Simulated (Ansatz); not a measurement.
Ansatz (a program for electronic structure) input:

Ansatz 0.2 input:
```yaml
crystal:
  lattice:
    - [3.9698775579, 0.0, 0.0]
    - [0.0, 3.9698775579, 0.0]
    - [0.0, 0.0, 3.9698775579]
  atoms:
    - { symbol: Ba, position: [0.0, 0.0, 0.0] }
    - { symbol: Ti, position: [0.5, 0.5, 0.5] }
    - { symbol: O, position: [0.0, 0.5, 0.5] }
    - { symbol: O, position: [0.5, 0.5, 0.0] }
    - { symbol: O, position: [0.5, 0.0, 0.5] }
kpoints:
  mp_grid: { grid: [6, 6, 6] }
  band_path:
    path:
      - [[0.0, 0.0, 0.0], [0.0, 0.5, 0.0], [0.5, 0.5, 0.0], [0.0, 0.0, 0.0], [0.5, 0.5, 0.5], [0.0, 0.5, 0.0]]  # Γ-X-M-Γ-R-X
      - [[0.5, 0.5, 0.5], [0.5, 0.5, 0.0]]  # R-M
      - [VBM, CBM]
    npoints: 12
basis: { xc_grid: 2 }
hamiltonian:
  xc: pbesol
  pseudopotentials: { kind: paw }
magnetization: { noncollinear: true, spin_orbit: true }
scf:
  n_extra_bands: 12
  convergence: { dr2_threshold: 0.0000000001 }
  occupations: { method: gaussian, width: 0.01 }
checkpoint: { write: soc.run }
output: { eigenvalues: true }
```

Output (shortened):

```
Pseudopotential: Ba, paw_fr, valence charge 10
Pseudopotential: Ti, paw_fr, valence charge 12
Pseudopotential: O, paw_fr, valence charge 6
Functional definition: PBEsol
non-collinear run that drives no moment, with spin-orbit …
Crystal: 5 atoms, lattice volume = 62.565 Å³
Basis set: ecut = 420 eV, 1237 PW (Γ), exchange–correlation on 54×54×54 points (8 copies of the dense FFT grid, shifted against one another)
Bands: 52, of which v1, the nominal top of the filled ones, is band 40 counted from 1 (39 counted from 0)
Symmetry: 48 space group operations + 48 with time reversal
k-points: 20 of 216
Projection manifold: j_resolved (fully-relativistic pseudo-atomic orbitals)
SCF iter   1: F=—  HF=-10032.681791 eV  |F-HF|=—  |Δ(HF+E_count)|=         —  Δρ=5.61e-2  dr2=2.04e0  dr2_m=0.00e0 (ungated)  ethr=3.10e-3  |M|=0.00e0 ∫|m|=0.00e0 μB  |m|>n=0.0e0 m-floor=0.0e0 τ_xc=0.0e0  β_m=0.30  ⟨swp⟩=8.6  Hψ=2700  notcnv=0  defer=2
preconditioner: auto → Resta (q_TF=auto, 2.532 Å⁻¹)
spin=Noncollinear: Resta preconditioning applied to the charge; magnetization (m_x, m_y, m_z) channels mix plain (no charge-response kernel on spin).
SCF iter   2: F=—  HF=-10032.385597 eV  |F-HF|=—  |Δ(HF+E_count)|=   2.96e-1  Δρ=3.61e-2  dr2=9.07e-1  dr2_m=0.00e0 (ungated)  ethr=3.10e-3  |M|=0.00e0 ∫|m|=0.00e0 μB  |m|>n=0.0e0 m-floor=0.0e0 τ_xc=0.0e0  β_m=0.57  ⟨swp⟩=2.5  Hψ=677  notcnv=0  defer=108
SCF iter   3: F=—  HF=-10032.205128 eV  |F-HF|=—  |Δ(HF+E_count)|=   1.80e-1  Δρ=8.34e-3  dr2=4.50e-2  dr2_m=0.00e0 (ungated)  ethr=2.27e-3  |M|=0.00e0 ∫|m|=0.00e0 μB  |m|>n=0.0e0 m-floor=0.0e0 τ_xc=0.0e0  β_m=0.78  ⟨swp⟩=3.0  Hψ=862  notcnv=0  defer=108
SCF iter   4: F=—  HF=-10032.205649 eV  |F-HF|=—  |Δ(HF+E_count)|=   5.22e-4  Δρ=7.31e-3  dr2=3.35e-2  dr2_m=0.00e0 (ungated)  ethr=1.12e-4  |M|=0.00e0 ∫|m|=0.00e0 μB  |m|>n=0.0e0 m-floor=0.0e0 τ_xc=0.0e0  β_m=0.61  ⟨swp⟩=3.0  Hψ=1098  notcnv=0  defer=106
SCF iter   5: F=—  HF=-10032.199734 eV  |F-HF|=—  |Δ(HF+E_count)|=   5.92e-3  Δρ=1.26e-3  dr2=5.63e-4  dr2_m=0.00e0 (ungated)  ethr=8.38e-5  |M|=0.00e0 ∫|m|=0.00e0 μB  |m|>n=0.0e0 m-floor=0.0e0 τ_xc=0.0e0  β_m=0.76  ⟨swp⟩=2.4  Hψ=733  notcnv=0  defer=104
SCF iter   6: F=—  HF=-10032.200116 eV  |F-HF|=—  |Δ(HF+E_count)|=   3.82e-4  Δρ=4.88e-4  dr2=1.68e-4  dr2_m=0.00e0 (ungated)  ethr=1.41e-6  |M|=0.00e0 ∫|m|=0.00e0 μB  |m|>n=0.0e0 m-floor=0.0e0 τ_xc=0.0e0  β_m=0.83  ⟨swp⟩=2.1  Hψ=954  notcnv=0  defer=102
SCF iter   7: F=—  HF=-10032.200114 eV  |F-HF|=—  |Δ(HF+E_count)|=   1.68e-6  Δρ=8.61e-5  dr2=3.39e-6  dr2_m=0.00e0 (ungated)  ethr=4.19e-7  |M|=0.00e0 ∫|m|=0.00e0 μB  |m|>n=0.0e0 m-floor=0.0e0 τ_xc=0.0e0  β_m=0.91  ⟨swp⟩=2.1  Hψ=839  notcnv=0  defer=102
SCF iter   8: F=—  HF=-10032.200119 eV  |F-HF|=—  |Δ(HF+E_count)|=   5.03e-6  Δρ=1.14e-5  dr2=9.31e-8  dr2_m=0.00e0 (ungated)  ethr=8.47e-9  |M|=0.00e0 ∫|m|=0.00e0 μB  |m|>n=0.0e0 m-floor=0.0e0 τ_xc=0.0e0  β_m=0.96  ⟨swp⟩=2.4  Hψ=838  notcnv=0  defer=102
SCF iter  11: F=-10032.200120 eV  HF=-10032.200120 eV  |F-HF|=5.46e-12  |Δ(HF+E_count)|=  3.09e-11  Δρ=5.40e-8  dr2=1.77e-12  dr2_m=0.00e0 (ungated)  ethr=1.00e-12  |M|=0.00e0 ∫|m|=0.00e0 μB  |m|>n=0.0e0 m-floor=0.0e0 τ_xc=0.0e0  ⟨swp⟩=10.7  Hψ=1891  notcnv=0
SCF 1 converged in 11 iterations: F = -10032.200120 eV  dr2 = 1.77e-12
NSCF: frozen V_eff on 20 k-points
NSCF: frozen V_eff on 20 k-points
NSCF: frozen V_eff on 20 k-points
NSCF: frozen V_eff on 20 k-points
NSCF: frozen V_eff on 4 k-points
NSCF: frozen V_eff on 6 k-points
NSCF: frozen V_eff on 6 k-points
NSCF: frozen V_eff on 6 k-points
NSCF: frozen V_eff on 6 k-points
NSCF: frozen V_eff on 3 k-points
NSCF: frozen V_eff on 87 k-points
SCF converged after 11 iterations
Magnetization: |M| = 0.0000 μB,  M = (+0.0000, +0.0000, +0.0000) μB
Absolute magnetization: 0.0000 μB (∫|m|)
  site 0: m = (+0.0000, +0.0000, +0.0000) μB, |m| = 0.0000 μB  (R = 1.16 Å)
  site 1: m = (+0.0000, +0.0000, +0.0000) μB, |m| = 0.0000 μB  (R = 0.82 Å)
  site 2: m = (+0.0000, +0.0000, +0.0000) μB, |m| = 0.0000 μB  (R = 0.82 Å)
  site 3: m = (+0.0000, +0.0000, +0.0000) μB, |m| = 0.0000 μB  (R = 0.82 Å)
  site 4: m = (+0.0000, +0.0000, +0.0000) μB, |m| = 0.0000 μB  (R = 0.82 Å)
Free energy (F): -10032.200120 eV
Harris-Foulkes:  -10032.200120 eV  (|F-HF|=5.46e-12)
Internal energy: -10032.200120 eV  (E = F + TS)
E sigma→0 (E₀):  -10032.200120 eV
Fermi energy:    11.413348 eV
--- Per-component energies (eV) ---
  E_band       = -129.957871
  E_kinetic    = 969.341997
  E_local      = -2060.714222  (includes V_loc(G=0)·N_el)
  E_nonlocal   = 206.897374
  E_hartree    = 804.069217
  E_xc         = -486.751004
  E_vxc        = -543.725438  (∫ρ·V_xc dr)
  E_paw        = -6621.397756  (= ΣΔE_a)
  E_vpaw       = -309.903475  (= ΣTr[D̂ρ^β])
  E_aug_tail   = 0.007483  (compensation charges beyond the density's cutoff)
  E_ewald      = -2844.051255
  E_core_change = 0.398045  (= ΣΔE_core)
  E_smearing   =  0.000000  (= −TS)
  E_closure    = 0.000000  (closes the sum)
  Σ components = -10032.200120   (vs F -10032.200120, Δ=0.00e0)
  [band-id]    e_kinetic+e_local+e_nonlocal+2·e_hartree+e_vxc+e_vpaw+e_augmentation_tail = -129.957846   (vs E_band -129.957871, Δ=2.56e-5)
--- Band table (eV; the first three rows and the last of 20) ---
  k-point 0: bands = ["-45.6602", "-45.6602", "-22.4546", "-22.4546", "-21.7966", "-21.7966", "-21.7966", "-21.7966", "-13.9812", "-13.9812", "-6.3073", "-6.3073", "-5.6337", "-5.6337", "-5.6337", "-5.6337", "-0.5404", "-0.5404", "1.3498", "1.3498", "1.3498", …
  k-point 1: bands = ["-45.6600", "-45.6600", "-22.4589", "-22.4589", "-21.8069", "-21.8069", "-21.7960", "-21.7960", "-13.9459", "-13.9459", "-6.3405", "-6.3405", "-5.6246", "-5.6246", "-5.5977", "-5.5977", "-0.4758", "-0.4758", "1.4031", "1.4031", "1.4510", …
  k-point 2: bands = ["-45.6595", "-45.6595", "-22.4679", "-22.4679", "-21.8267", "-21.8267", "-21.7947", "-21.7947", "-13.8737", "-13.8737", "-6.5015", "-6.5015", "-5.6062", "-5.6062", "-5.4063", "-5.4063", "-0.3533", "-0.3533", "1.5156", "1.5156", "1.6594", …
  k-point 19: bands = ["-45.6572", "-45.6572", "-22.5029", "-22.5029", "-21.8516", "-21.8516", "-21.8516", "-21.8516", "-13.6697", "-13.6697", "-5.3732", "-5.3732", "-5.3438", "-5.3438", "-5.3438", "-5.3438", "-1.1793", "-1.1793", "0.4525", "0.4525", …
```

Cost: around 80 core-seconds (rough) on shared cores.

Space group Pm-3m (cubic perovskite). This is a known high-temperature phase of the composition, computed here at zero pressure and temperature. The cell was relaxed with PBEsol under the symmetry of its start; whether a distortion lowers the energy is not shown. No spin polarisation was allowed.

Potentials: the later of the program's two PAW sets.

Ansatz is a plane-wave DFT program.
